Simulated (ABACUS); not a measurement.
A self-consistent single point of Mg4Te3S (Pmm2, 8 atoms in the cell; from Materials Project mp-1222100, changed as shown).

```
CELL_PARAMETERS angstrom
      4.36645     0.00000     0.00000
      0.00000     8.88495     0.00000
      0.00000     0.00000     6.12221
ATOMIC_POSITIONS crystal
  Mg 0.00000 0.27420 0.98146
  Mg 0.00000 0.72580 0.98146
  Mg 0.50000 0.00000 0.49162
  Mg 0.50000 0.50000 0.54006
  Te 0.50000 0.26155 0.25040
  Te 0.50000 0.73845 0.25040
  Te 0.00000 0.00000 0.75735
  S  0.00000 0.50000 0.74725
```

Level of theory: PBEsol, PseudoDojo 0.4 standard norm-conserving PBEsol (tails mended) pseudopotentials (plane waves; ABACUS).

ABACUS settings:

- KPT = Gamma 3 2 2 0 0 0
- basis_type = pw
- ecutwfc = 84 Ry
- smearing_method = fixed
- potentials = PseudoDojo 0.4 standard norm-conserving PBEsol (tails mended)
- symmetry = 1
- symmetry_prec = 1e-05
- ks_solver = dav
- scf_nmax = 100
- scf_thr = 1.0e-09 Ry
- mixing_type = broyden
- mixing_beta = 0.7

Results:

| Property | Result |
|---|---|
| Number of valence electrons | 94 |
| Number of bands | 57 |
| Number of k-points after the program's reduction | 8 |
| Number of plane waves (most at a k-point) | 20874 |
| Number of SCF iterations | 9 |
| FFT grid | 50 × 100 × 72 |
| Free energy E − TS | -15301.8983 eV |
| Pressure | 0.96 GPa |
| Largest force (vector length) | 0.186 eV/Å |

Forces (eV/Å):
| atom | Fx | Fy | Fz |
|---|---|---|---|
| Mg1 | 0.000 | 0.010 | -0.071 |
| Mg2 | 0.000 | -0.010 | -0.071 |
| Mg3 | 0.000 | 0.000 | -0.186 |
| Mg4 | 0.000 | 0.000 | 0.094 |
| Te5 | 0.000 | 0.036 | 0.078 |
| Te6 | 0.000 | -0.036 | 0.078 |
| Te7 | 0.000 | 0.000 | 0.131 |
| S8 | 0.000 | 0.000 | -0.053 |

Stress (GPa, positive for compression):
```
1.75  0.00  0.00
0.00  0.47  0.00
0.00  0.00  0.65
```

For comparison: a first run was changed to give this one (lattice vector b scaled by 1.01), and from it to this one the free energy goes down by 1.7 meV/atom, the pressure goes from 1.41 to 0.96 GPa and the largest force goes from 0.152 to 0.186 eV/Å.

Spin-orbit coupling is left out, which matters for bands and gaps with elements this heavy. The structure comes from a collection of computed structures, made at another level of theory; the collection holds predicted forms beside known ones. Its lattice was then scaled.

Cost on one core: around 100 core-seconds (rough).

“Tails mended”: in these copies of the files the far tail of each local potential was reset to the Coulomb form.
